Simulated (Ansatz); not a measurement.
**Ca (P6_3/mmc): electronic heat capacity and spin susceptibility from the density of states**

Theory: Ansatz 0.2.0, DFT r2SCAN, scalar-relativistic, plane waves, PAW.

Plane waves to 500 eV, a k mesh through Γ of 12×12×8 on the computed 2-atom cell and Gaussian smearing (0.10 eV); no spin polarisation.

Relaxed cell: P6_3/mmc, a = 3.939 Å, b = 3.939 Å, c = 6.457 Å, α = 90.00°, β = 90.00°, γ = 120.00°, 2 atoms in the primitive cell. This form isn't the element's structure at ambient conditions.

The density of states at the Fermi level is 2.005 states/eV in the cell of 2 atoms (2 formula units; both spins, tetrahedra on a 18×18×12 mesh). Averaged over bins of 0.1 eV the density runs from 1.7 to 3.9 states/eV within 0.2 eV of the Fermi level, so the figure hangs on the exact place of that level.

What Sommerfeld coefficient and Pauli susceptibility does this give?

Per formula unit N(E_F) = 1.003 states/eV. γ = (π²/3) k_B² N(E_F) N_A = 2.357 mJ/(mol K²) per state/eV, so γ = 2.4 mJ/(mol K²), a mole of formula units. χ_P = μ_B² N(E_F) N_A = 3.23×10⁻⁵ emu/mol per state/eV gives 3.2×10⁻⁵ emu/mol. This is the bare band result: a measured γ of the same phase is as a rule larger by a factor 1 + λ from phonons and spin fluctuations, the spin part of χ is larger by the Stoner factor, and a measured χ also holds orbital and core terms. N(E_F) at one energy is sensitive to the mesh where the density of states has sharp peaks.

Cost: 1 run of about 1.2 core-minutes, on Oxide Virtual Turin-like Processor (Zen 5) (shared hosts).